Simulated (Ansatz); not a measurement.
Ga2Pt, in the lowest of the structures calculated here: Fm-3m (No. 225), cF12; a = b = c = 5.921 Å, α = β = γ = 90.00°; Ga 8c (0.250, 0.250, 0.250); Pt 4a (0.000, 0.000, 0.000). Computed with PBEsol (plane waves to 420 eV, PAW, scalar-relativistic; Ansatz, a program for electronic structure). Element references, the lowest calculated here: Pt (Fm-3m), Ga (Cmce).

Total energies (eV/atom, σ → 0; comparable only within this code, potentials and settings):

| phase | E (eV/atom) |
|---|---|
| Ga2Pt (Fm-3m) | -6623.985 |
| Pt (Fm-3m) | -12383.821 |
| Ga (Cmce) | -3743.203 |

**Question.** What is the formation energy of this Fm-3m form of Ga2Pt from the elements?

**Answer.** E_f = -6623.985 − [2 × (-3743.203) + 1 × (-12383.821)] / 3 = -0.58 eV/atom (-1.7 eV per formula unit).

Static energies, no anion corrections, no zero-point energy. Values are rounded to 0.01 eV/atom. Spin-orbit coupling is missing from these energies, which matters for elements this heavy. The compounds carry no spin polarisation.
